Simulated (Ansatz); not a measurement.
BeTe:
Space group P6₃mc (No. 186); a = 3.948 Å, b = 3.948 Å, c = 6.519 Å, α = 90.00°, β = 90.00°, γ = 120.00°

| atom | site | symmetry | x | y | z |
|---|---|---|---|---|---|
| Be | 2b | 3m. | 0.3333 | 0.6667 | 0.0008 |
| Te | 2b | 3m. | 0.3333 | 0.6667 | 0.3742 |

Relaxed with PBEsol. 

HSE06 on this cell (Ansatz, a first-principles code, PAW) gives a gap of 2.86 eV. What does PBEsol give?

2.11 eV.

Cost on shared cores: the PBEsol run (SCF on a 8×8×5 mesh, then bands and DOS) roughly 40 core-seconds, the HSE06 run (SCF on 6×6×3, then a few points) very roughly 4 core-minutes; the tasks are unlike.

Space group P6_3mc (wurtzite). The first step of the workflow began from a Materials Project structure, measured or hypothetical; the Crystallography Open Database copy checked does not list it. COD files the formula under space group No. 216. Whether it is the stable phase at ambient conditions was not checked. The cell was relaxed with PBEsol under the symmetry of its start; whether a distortion lowers the energy is not shown. Scalar-relativistic: spin–orbit coupling is off unless named, which matters more the heavier the elements.

Potentials: the later of the program's two PAW sets.

Ansatz is a plane-wave DFT program.
